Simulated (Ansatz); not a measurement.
## Cu$_{3}$Pt: relaxation (Ansatz)

Launch command:

```bash
ansatz run input.yaml --threads 1 --pin off --max-ram 2560MiB --backend cpu --events-out ev --progress --plain --runs-dir out
```

input.yaml:

```yaml
crystal:
  lattice:
    - [5.09839763, 0.0, 0.0]
    - [0.0, 4.12808519, 0.0]
    - [0.0, 0.0, 4.46003397]
  atoms:
    - { symbol: Cu, position: [0.25, 0.0, 0.833] }
    - { symbol: Cu, position: [0.75, 0.0, 0.833] }
    - { symbol: Cu, position: [0.75, 0.5, 0.167] }
    - { symbol: Cu, position: [0.25, 0.5, 0.167] }
    - { symbol: Pt, position: [0.0, 0.0, 0.333] }
    - { symbol: Pt, position: [0.5, 0.5, 0.667] }
    - { symbol: Cu, position: [0.0, 0.5, 0.667] }
    - { symbol: Cu, position: [0.5, 0.0, 0.333] }
  symmetry: { tolerance: 0.0003 }
kpoints:
  mp_grid: { grid: [4, 4, 4], shift: [0, 0, 0] }
magnetization:
  spin_polarized: false
scf:
  occupations: { method: gaussian, width: 0.0976 }
  lower_state_search: "off"
hamiltonian:
  pseudopotentials: { kind: paw }
  xc: r2scan
basis:
  ecutwfc: 500
output:
  forces: true
  stress: true
  eigenvalues: true
relax:
  max_steps: 40
  cell: {}
```

Origin of the cell: a known structure type with other elements, at an estimated volume, so it need not be a known compound.

Output (shortened):

```
SCF iter   1: F=-64861.340156 eV  HF=-64861.906442 eV  Δρ=3.74e-2  dr2=7.25e-1  dr2_τ=2.73e-2  defer=106
SCF iter   2: F=-64861.574891 eV  HF=-64861.850230 eV  Δρ=1.35e-2  dr2=1.28e-1  dr2_τ=1.02e-2  defer=253
SCF iter   3: F=-64861.760767 eV  HF=-64861.804003 eV  Δρ=1.09e-2  dr2=7.08e-2  dr2_τ=2.42e-3  defer=253
SCF iter   4: F=-64861.787926 eV  HF=-64861.792434 eV  Δρ=3.47e-3  dr2=8.18e-3  dr2_τ=2.29e-4  defer=253
SCF iter   5: F=-64861.791021 eV  HF=-64861.791860 eV  Δρ=1.48e-3  dr2=1.47e-3  dr2_τ=2.53e-5  defer=253
SCF iter   6: F=-64861.791380 eV  HF=-64861.792227 eV  Δρ=1.38e-3  dr2=1.10e-3  dr2_τ=1.27e-5  defer=253
SCF iter   7: F=-64861.792222 eV  HF=-64861.792289 eV  Δρ=4.29e-4  dr2=1.12e-4  dr2_τ=4.82e-6  defer=253
SCF iter   8: F=-64861.792294 eV  HF=-64861.792298 eV  Δρ=1.23e-4  dr2=1.22e-5  dr2_τ=3.21e-7  defer=253
SCF iter   9: F=-64861.792303 eV  HF=-64861.792303 eV  Δρ=1.79e-5  dr2=2.64e-7  dr2_τ=7.45e-9  defer=253
SCF iter  10: F=-64861.792303 eV  HF=-64861.792303 eV  Δρ=4.77e-6  dr2=2.75e-8  dr2_τ=9.27e-10
relax step   1: F+E_penalty+E_count = -64861.792303 eV  Δ(F+E_penalty+E_count) = +0.000e0 eV  max|allowed force component| = 4.245e-1 eV/Å  Δτ_max = 0.0000 Å  P = +15.015 GPa  Ω = 93.869 Å³ […]
relax step   2: F+E_penalty+E_count = -64862.084411 eV  Δ(F+E_penalty+E_count) = -2.921e-1 eV  max|allowed force component| = 1.139e-1 eV/Å  Δτ_max = 0.0166 Å  P = +2.842 GPa  Ω = 98.821 Å³ […]
relax step   3: F+E_penalty+E_count = -64862.102561 eV  Δ(F+E_penalty+E_count) = -1.815e-2 eV  max|allowed force component| = 6.529e-2 eV/Å  Δτ_max = 0.0062 Å  P = +0.287 GPa  Ω = 100.079 Å³ […]
relax step   4: F+E_penalty+E_count = -64862.105360 eV  Δ(F+E_penalty+E_count) = -2.799e-3 eV  max|allowed force component| = 7.909e-3 eV/Å  Δτ_max = 0.0099 Å  P = +0.030 GPa  Ω = 100.206 Å³ […]
relax step   5: F+E_penalty+E_count = -64862.105391 eV  Δ(F+E_penalty+E_count) = -3.029e-5 eV  max|allowed force component| = 1.577e-3 eV/Å  Δτ_max = 0.0009 Å  P = -0.002 GPa  Ω = 100.221 Å³ […]
relax step   6: F+E_penalty+E_count = -64862.110019 eV  Δ(F+E_penalty+E_count) = -4.628e-3 eV  max|allowed force component| = 1.518e-3 eV/Å  Δτ_max = 0.0000 Å  P = +0.047 GPa  Ω = 100.221 Å³  stress off target by 5.73e-2 GPa […]
relax step   7: F+E_penalty+E_count = -64862.110005 eV  Δ(F+E_penalty+E_count) = +1.402e-5 eV  max|allowed force component| = 4.983e-4 eV/Å  Δτ_max = 0.0003 Å  P = -0.016 GPa  Ω = 100.254 Å³ […]
relax step   8: F+E_penalty+E_count = -64862.110028 eV  Δ(F+E_penalty+E_count) = -2.257e-5 eV  max|allowed force component| = 5.045e-4 eV/Å  Δτ_max = 0.0000 Å  P = -0.016 GPa  Ω = 100.254 Å³  stress off target by 1.90e-2 GPa […]
SCF 8 converged in 6 iterations: F = -64862.110028 eV  dr2 = 1.79e-11
basis re-selected at this cell: Δ(F+E_penalty+E_count) = -2.257e-5 eV, ΔP = +0.000 GPa vs the last step (what re-selecting the basis moved, of the pressure what is left beyond the Pulay corre […]
SCF converged after 6 iterations
Free energy (F): -64862.110028 eV
Harris-Foulkes:  -64862.110028 eV  (|F-HF|=7.28e-12)
Internal energy: -64862.096979 eV  (E = F + TS)
E sigma→0 (E₀):  -64862.103504 eV
Entropy (-TS):   -0.013048 eV (-1.631 meV/atom)
Fermi energy:    18.353949 eV
--- Per-component energies (eV) ---
  E_band       = -2515.585731
  E_kinetic    = 3078.899038
  E_local      = -27516.941699  (includes V_loc(G=0)·N_el)
  E_nonlocal   = 2789.058799
  E_hartree    = 12011.222065
  E_xc         = -1003.597618
  E_vxc        = -1423.385654  (∫ρ·V_xc dr)
  E_paw        = -29039.436893  (= ΣΔE_a)
  E_vpaw       = -3562.383779  (= ΣTr[D̂ρ^β])
  E_aug_tail   = 0.001009  (compensation charges beyond the density's cutoff)
  E_vtau       = 96.722065  (kinetic-family band-sum trace: ∫τ·v_τ [+ j·A + Jᵃ·Aᵃ] dr)
  E_ewald      = -25179.032044
  E_core_change = -2.269637  (= ΣΔE_core)
  E_smearing   = -0.013048  (= −TS)
  Σ components = -64862.110028   (vs F -64862.110028, Δ=0.00e0)
--- Forces (eV/Å), atoms counted from 1 ---
  atom   1  Cu    -0.000079     0.000000    -0.000220
  atom   2  Cu     0.000079     0.000000    -0.000220
  atom   3  Cu    -0.000079     0.000000     0.000220
  atom   4  Cu     0.000079     0.000000     0.000220
  atom   5  Pt     0.000000     0.000000     0.000147
  atom   6  Pt     0.000000     0.000000    -0.000147
  atom   7  Cu     0.000000     0.000000     0.000505
  atom   8  Cu     0.000000     0.000000    -0.000505
  max |Σ_I F_I| component: 4.34e-19 eV/Å
--- Stress (GPa, compression-positive) ---
       -0.018963       0.000000       0.000000
        0.000000      -0.014241       0.000000
        0.000000       0.000000      -0.013713
  P = ⅓ Tr σ = -0.0156 GPa (-0.156 kbar)
--- Relaxed structure (6 steps of the walk, 6 accepted, 2 SCFs on fresh bases) ---
  F+E_penalty+E_count = -64862.110028 eV   max|allowed force component| = 5.045e-4 eV/Å   (the final SCF, on the basis selected at the relaxed cell)
  cell:  # Å, volume = 100.2539 Å³
    - [5.195122, 0.0, 0.0]
    - [0.0, 4.275982, 0.0]
    - [0.0, 0.0, 4.513043]
  atoms:
    - { symbol: Cu, position: [0.253222, 0.0, 0.836172] }
    - { symbol: Cu, position: [0.746778, 0.0, 0.836172] }
    - { symbol: Cu, position: [0.753222, 0.5, 0.163828] }
    - { symbol: Cu, position: [0.246778, 0.5, 0.163828] }
    - { symbol: Pt, position: [0.0, 0.0, 0.332852] }
    - { symbol: Pt, position: [0.5, 0.5, 0.667148] }
    - { symbol: Cu, position: [0.0, 0.5, 0.672680] }
    - { symbol: Cu, position: [0.5, 0.0, 0.327320] }
```

Caveats: no moments, though an odd count or open d shells may carry them; no spin-orbit coupling, though heavy elements are present; the k mesh is coarse if the cell is a metal; the relaxation held the start's symmetry, so the end may be a saddle point.

The run took 3.2 min on 1 thread of Intel(R) Xeon(R) Platinum 8488C (Sapphire Rapids), with other jobs on the host, peak memory 0.85 GiB, from the program's own first density.
